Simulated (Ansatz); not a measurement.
A trial cell of Co2Si was relaxed with r2SCAN (plane waves to 500 eV, PAW, scalar-relativistic; Ansatz, a program for electronic structure).

Before: P6mm (No. 183), hP3; a = b = 3.7349 Å, c = 2.6868 Å, α = β = 90.00°, γ = 120.00°.

After relaxation:

Simulated powder pattern, Cu Kα, λ = 1.54184 Å (kinematic, ideal powder, no thermal factors, no anomalous dispersion; the 24 strongest lines at most, above 1 %, up to 2θ = 90°):

```
2θ (°)  I/Imax (%)
------  ----------
26.31           23
36.28           27
45.36           76
46.43          100
54.15          2.9
60.30           33
66.93           22
74.04          1.9
77.01          6.6
83.04          1.3
85.34           22
86.11           15
```

Task: Identify the relaxed structure from its pattern: crystal system, space group and cell.

Result: Hexagonal, P6/mmm (No. 191), hP3; a = 3.9118 Å, b = 3.9118 Å, c = 2.4764 Å, α = 90.00°, β = 90.00°, γ = 120.00°. Sites: Co 2c (0.333, 0.667, 0.000); Si 1b (0.000, 0.000, 0.500).

Task: Index the strongest lines.

Result: 26.31° (1 0 -1 0), 36.28° (0001), 45.36° (1 0 -1 1), 46.43° (1 1 -2 0), 60.30° (1 1 -2 1).

Spin state reached: ferromagnetic (net 0.92 μB/atom), from parallel starting moments; other spin orders were not run from this start. r2SCAN tends to overstate moments in metals.

The run could not lose the symmetry of its start: the end is stationary, and may be a saddle point rather than a minimum.

The relaxed structure here is a generated cell of Co2Si: the first start was made by a random draw of sites in a space group, and the end was not matched to a known phase here, so it may be hypothetical.
